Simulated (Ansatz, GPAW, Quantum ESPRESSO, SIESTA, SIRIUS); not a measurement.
# One calculation of HPbNO4, 5 ways

```
H Pb N O
1.0
     4.12040   -0.00081   -0.01120
     0.00404    6.42722    0.05360
     0.02791    3.20707    7.74994
H Pb N O
2 2 2 8
Direct
  0.90366 0.21821 0.48851
  0.40337 0.78177 0.51142
  0.39455 0.30863 0.70725
  0.89489 0.69135 0.29266
  0.63409 0.19990 0.20730
  0.13386 0.80012 0.79275
  0.90829 0.32866 0.54369
  0.53792 0.39076 0.19497
  0.53483 0.11279 0.10602
  0.83718 0.08887 0.32672
  0.40817 0.67132 0.45624
  0.03774 0.60924 0.80520
  0.03429 0.88737 0.89397
  0.33716 0.91101 0.67330
```

The cell comes from a database or a generator and needn't be the stable form of this composition.

Alike in all runs: task single point; functional PBE; k mesh 7 × 5 × 4; occupations fermi-dirac, width 0.05 eV; no spin polarisation; no spin-orbit coupling. Pressure is positive in compression and, in plane waves, holds the error of the finite cutoff.

| program and potentials | plane-wave cutoff (eV) | notes | pressure (GPa) | largest force (eV/Å) |
| --- | --- | --- | --- | --- |
| GPAW, GPAW PAW data sets (gpaw-data 1.2.1) | 800 | - | -0.31 | 0.108 |
| SIESTA, files PseudoDojo sr-pbe-0.4.1-standard, DZP (energy shift 0.003 Ry; two zetas on semicore shells) | - | atomic basis | 2.75 | 1.387 |
| Quantum ESPRESSO, SSSP 1.3 efficiency PBE | 816 | - | -0.19 | 0.041 |
| Ansatz, all-electron LAPW, scalar-relativistic | - | - | -0.11 | 0.052 |
| SIRIUS, PseudoDojo 0.4.1 PBE standard (scalar relativistic) | 1152 | - | -0.02 | 0.193 |

Force on atom 11 (O), eV/Å:

```tsv
program and potentials	x	y	z
GPAW, GPAW PAW data sets (gpaw-data 1.2.1)	0.011	-0.099	-0.041
SIESTA, files PseudoDojo sr-pbe-0.4.1-standard, DZP (energy shift 0.003 Ry; two zetas on semicore shells)	-0.045	-0.417	-0.224
Quantum ESPRESSO, SSSP 1.3 efficiency PBE	-0.008	0.000	-0.006
Ansatz, all-electron LAPW, scalar-relativistic	-0.002	0.019	0.009
SIRIUS, PseudoDojo 0.4.1 PBE standard (scalar relativistic)	-0.017	0.177	0.074
```

The pressure spans -0.31 (GPAW, GPAW PAW data sets (gpaw-data 1.2.1)) to 2.75 GPa (SIESTA, files PseudoDojo sr-pbe-0.4.1-standard, DZP (energy shift 0.003 Ry; two zetas on semicore shells)), with all-electron results at -0.11. The pressure on the cell as given of SIESTA, files PseudoDojo sr-pbe-0.4.1-standard, DZP (energy shift 0.003 Ry; two zetas on semicore shells) lies far from the others; the cause wasn't traced. Rows in atomic bases carry the error of their basis and grid, which can be large.

The functional is the same throughout but for its coding, so the spread measures potentials, basis and numerics; runs on potential files found faulty are left out.
